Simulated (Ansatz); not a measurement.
**Ti (P6/mmm): electronic heat capacity and spin susceptibility from the density of states**

Computed with Ansatz, DFT r2SCAN, scalar-relativistic, plane waves, PAW.

Settings: cutoff 500 eV, Γ-centred mesh 12×12×14 on the computed 3-atom cell, Gaussian smearing of 0.10 eV; no spin polarisation.

Relaxed cell: P6/mmm, a = 4.568 Å, b = 4.568 Å, c = 2.824 Å, α = 90.00°, β = 90.00°, γ = 120.00°, 3 atoms in the primitive cell. This form isn't the element's structure at ambient conditions.

The density of states at the Fermi level is 1.795 states/eV in the cell of 3 atoms (3 formula units; both spins, tetrahedra on a 18×18×21 mesh).

**Question.** What Sommerfeld coefficient and Pauli susceptibility does this give?

**Answer.** Per formula unit N(E_F) = 0.598 states/eV. γ = (π²/3) k_B² N(E_F) N_A = 2.357 mJ/(mol K²) per state/eV, so γ = 1.4 mJ/(mol K²), a mole of formula units. χ_P = μ_B² N(E_F) N_A = 3.23×10⁻⁵ emu/mol per state/eV gives 1.9×10⁻⁵ emu/mol. This is the bare band result: a measured γ of the same phase is as a rule larger by a factor 1 + λ from phonons and spin fluctuations, the spin part of χ is larger by the Stoner factor, and a measured χ also holds orbital and core terms. N(E_F) at one energy is sensitive to the mesh where the density of states has sharp peaks.

Cost: 1 run of about 1.9 core-minutes, on Intel Xeon Platinum 8259CL (Skylake/Cascade Lake) (shared hosts).